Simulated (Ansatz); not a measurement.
Data:

BeSe:
```
CELL_PARAMETERS angstrom
      0.00000     2.58886     2.58886
      2.58886     0.00000     2.58886
      2.58886     2.58886     0.00000
ATOMIC_POSITIONS crystal
  Be 0.50000 0.50000 0.50000
  Se 0.75000 0.75000 0.75000
```

This is the PBE-relaxed structure.

Problem. All from DFT-PBE in the program Ansatz with PAW potentials, unless another level is named. Estimate the gap with spin–orbit coupling.

Solution. 2.53 eV.

Problem. Give the band gap.

Solution. 2.67 eV (indirect).

Problem. Predict the conduction-band minimum.

Solution. at X (3 equivalent valleys).

Space group F-43m (zinc blende). The cell was relaxed with PBE under the symmetry of its start; phonons on a q-mesh show no instability. The volume moved by 28 % from the start of the relaxation. Spin–orbit coupling is left out wherever it is not named.

Potentials: the later of the program's two PAW sets.
